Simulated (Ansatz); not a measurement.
**What DFT gives for YZn**

```
CELL_PARAMETERS angstrom
3.58953 0.00000 0.00000
0.00000 3.58953 0.00000
0.00000 0.00000 3.58953
ATOMIC_POSITIONS crystal
Zn 0.50000 0.50000 0.50000
Y 0.00000 0.00000 0.00000
```

Level: LDA, no spin polarisation; 420 eV; 9×9×9 Γ-centred mesh; gaussian occupations (width 0.0977 eV); Ansatz 0.2.0, fixed geometry.

(1) What is the formation energy?

(2) How is the charge shared?

(3) Describe some of the short contacts.

(4) Metal or insulator?

(5) What does the stress say?

Origin: a database entry at a rescaled volume. Caveats: many states at the Fermi level without spin polarisation, so a magnetic state may lie lower.

Answers

(1) -0.33 eV an atom against the elements' usual phases (free molecules for gases, crystals otherwise, with no correction for O₂ or N₂), so it is bound against them; other compounds may still compete. Relaxing would lower it.

(2) Bader charges in e: Y +1.25, Zn -1.25. In the mean Y gives up most and Zn takes most.

(3) Zn–Y at 3.11 Å: least valence density 0.14 e/Å³ and ELF 0.21 there. Zn–Zn at 3.59 Å: least valence density 0.12 e/Å³ and ELF 0.50 there. Y–Y at 3.59 Å: least valence density 0.09 e/Å³ and ELF 0.13 there. Both are smooth PAW fields, read partly inside the augmentation spheres.

(4) It is a metal, with about 2.2 states/eV a cell as the mean within 0.25 eV of the Fermi level.

(5) The pressure is -5.9 GPa (compression positive), so with the atoms held at these fractions the cell would first shrink.
